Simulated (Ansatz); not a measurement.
Space group Fm-3m (No. 225). a = 4.938 Å, b = 4.938 Å, c = 4.938 Å, α = 90.00°, β = 90.00°, γ = 90.00°
```json
{"atom": "Mn", "site": "4a", "symmetry": "m-3m", "x": "0.0000", "y": "0.0000", "z": "0.0000"}
{"atom": "S", "site": "4b", "symmetry": "m-3m", "x": "0.5000", "y": "0.0000", "z": "0.0000"}
```

Equation of state of this MnS structure (not necessarily the ground state), with shape and atoms relaxed at each volume where symmetry leaves them free. It has no gap at any of these volumes. Computed with Ansatz 0.2.0, DFT PBEsol, scalar-relativistic, plane waves, PAW.

Plane waves to 420 eV, a k mesh through Γ of 14×14×14 on the computed 2-atom cell and Gaussian smearing (0.10 eV); collinear spin.

```tsv
V (Å³/atom)	E − E(largest V) (meV/atom)	P (GPa)
13.241	31.71	10.26
13.692	7.37	7.28
14.144	-9.93	4.82
14.595	-19.01	1.71
15.047	-20.98	0.04
15.498	-19.50	-1.26
15.949	-14.34	-2.74
16.551	0.00	-5.02
```

Problem. Fit a third-order Birch–Murnaghan equation to E(V).

Solution. V0 = 15.09 Å³/atom, B0 = 58 GPa, B0' = 5.0.

The cell holds one magnetic atom, so it can only be ferromagnetic; an antiferromagnetic order may lie lower.